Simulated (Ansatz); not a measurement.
Tetragonal deformation path in Mg

Computed with Ansatz, DFT PBEsol, scalar-relativistic, plane waves, PAW. Settings: plane waves to 420 eV, k-mesh 26×26×26 (Γ-centred), Gaussian smearing 0.15 eV. No spin polarisation. Energies are free energies at this smearing, counted from the undisturbed cell; pressure is positive in compression.

Zero of the scan (relaxed at this level; this bcc form isn't the usual structure):

```
Mg
1.0
    -1.77835    1.77835    1.77835
     1.77835   -1.77835    1.77835
     1.77835    1.77835   -1.77835
Mg
1
Cartesian
  0.0000 0.0000 0.0000
```

At fixed volume and fractional coordinates, lengths along (0.000, 0.000, 1.000) are scaled against those across it; ρ is that ratio over its starting value. The cell is metallic on the mesh throughout.

```csv
ρ,ΔE (meV/atom),pressure (GPa)
0.707,?,?
0.780,33.5,1.1
0.850,6.7,0.4
1.000,0.0,0.0
1.200,?,?
1.300,-12.7,0.3
1.414,-14.6,0.3
```

Give the withheld values.

ΔE (meV/atom) at ρ = 0.707: 118.0; pressure (GPa) at ρ = 0.707: 2.8; ΔE (meV/atom) at ρ = 1.200: -7.2; pressure (GPa) at ρ = 1.200: 0.2.